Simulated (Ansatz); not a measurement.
AlN (CsCl type, Pm-3m) at seven volumes, r²SCAN in the plane-wave PAW code Ansatz, scaled uniformly. One row is withheld.

| V (Å³/atom) | P (GPa) |
|---|---|
| 7.859 | 24.73 |
| 8.118 | 15.19 |
| 8.377 | 7.01 |
| 8.637 | -0.01 |
| 8.896 | -6.02 |
| 9.155 | ? |
| 9.414 | -15.55 |

Question: Fit the shown pressures and predict the withheld one.

Answer: Third-order Birch–Murnaghan: P = (3/2)B₀(x^(7/2) − x^(5/2))[1 + (3/4)(B′ − 4)(x − 1)] with x = (V₀/V)^(2/3). Least squares on the six rows gives V₀ = 8.637 Å³/atom, B₀ = 215.6 GPa, B′ = 4.14. At V = 9.155, x = 0.9619 and P = -11.13 GPa. The run itself gave -11.16 GPa.

The cell is a constructed one: a structure type filled with these elements; neither database checked (COD, Materials Project) lists it. It is not the phase usual at ambient conditions (space group No. 186, 216). Symmetry was held in the r²SCAN relaxation. At this level the phase is mechanically unstable.

Potentials: the earlier of the program's two PAW sets. The files were generated under PBE; for other functionals the program regenerates the frozen cores, and for LDA and PBEsol the local potential too.
